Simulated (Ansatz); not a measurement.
# V₈N (P4_2/mnm): electronic heat capacity and spin susceptibility from the density of states

Level of theory: Ansatz, DFT PBEsol, scalar-relativistic, plane waves, PAW.

Plane waves to 420 eV, a k mesh through Γ of 4×4×12 on the computed 18-atom cell and Gaussian smearing (0.10 eV); no spin polarisation.

Relaxed cell: P4_2/mnm, a = 8.615 Å, b = 8.615 Å, c = 2.941 Å, α = 90.00°, β = 90.00°, γ = 90.00°, 18 atoms in the primitive cell. Whether it is the stable form of this composition wasn't checked.

The density of states at the Fermi level is 17.332 states/eV in the cell of 18 atoms (2 formula units; both spins, tetrahedra on a 6×6×18 mesh). Averaged over bins of 0.1 eV the density runs from 13.2 to 22.3 states/eV within 0.2 eV of the Fermi level, so the figure hangs on the exact place of that level.

Task: What Sommerfeld coefficient and Pauli susceptibility does this give?

Result: Per formula unit N(E_F) = 8.666 states/eV. γ = (π²/3) k_B² N(E_F) N_A = 2.357 mJ/(mol K²) per state/eV, so γ = 20.4 mJ/(mol K²), a mole of formula units. χ_P = μ_B² N(E_F) N_A = 3.23×10⁻⁵ emu/mol per state/eV gives 28.0×10⁻⁵ emu/mol. This is the bare band result: a measured γ of the same phase is as a rule larger by a factor 1 + λ from phonons and spin fluctuations, the spin part of χ is larger by the Stoner factor, and a measured χ also holds orbital and core terms. N(E_F) at one energy is sensitive to the mesh where the density of states has sharp peaks.

A ferromagnetic start lost its moments in a first run, so spin was left out; other magnetic orders weren't tried.

Cost: 1 run of about 14 core-minutes, on Intel Xeon Processor @ 2.50GHz (Skylake/Cascade Lake) (shared hosts).